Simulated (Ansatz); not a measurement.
C (diamond)

```cif
data_C8
_chemical_formula_sum 'C8'
_space_group_name_H-M_alt 'Fd-3m :1'
_space_group_IT_number 227
_space_group_name_Hall 'F 4d 2 3 -1d'
_cell_length_a 3.56028
_cell_length_b 3.56028
_cell_length_c 3.56028
_cell_angle_alpha 90.000
_cell_angle_beta 90.000
_cell_angle_gamma 90.000
loop_
_atom_site_label
_atom_site_type_symbol
_atom_site_symmetry_multiplicity
_atom_site_Wyckoff_symbol
_atom_site_fract_x
_atom_site_fract_y
_atom_site_fract_z
_atom_site_occupancy
C1 C 8 a 0.00000 0.00000 0.00000 1
```
(The calculation used a cell of 2 atoms; values per cell refer to that cell.)

Equation-of-state scan: isotropic scaling of the cell above, V₀ being its volume. Symmetry pins the atoms to their sites.

Level of theory: r2SCAN (plane waves to 500 eV, PAW, scalar-relativistic; Ansatz, an electronic-structure program). k mesh 16×16×16 (Γ-centred), Fermi-Dirac smearing 0.05 eV. E stands for the smeared free energy. Stress and pressure are positive under compression. C was relaxed with its symmetry unable to fall. The zero of ΔE is the relaxed starting cell.

| V/V₀ | ΔE (eV/atom) | P (GPa) |
|---|---|---|
| 0.940 | 0.0314 | 31.2 |
| 0.952 | 0.0197 | 24.3 |
| 0.964 | … | 17.7 |
| 0.976 | … | 11.5 |
| 0.988 | 0.0012 | 5.6 |
| 1.000 | 0.0000 | 0.0 |
| 1.012 | 0.0011 | -5.3 |
| 1.024 | 0.0044 | -10.2 |
| 1.036 | 0.0097 | -14.9 |
| 1.048 | 0.0170 | -19.4 |
| 1.060 | … | -23.6 |

### Question
Some entries are withheld; supply them.

### Answer

- 0.964, ΔE (eV/atom): 0.0109
- 0.976, ΔE (eV/atom): 0.0047
- 1.060, ΔE (eV/atom): 0.0261

(Under strain, the slope of the energy per volume gives the stress and its curvature an elastic modulus.)
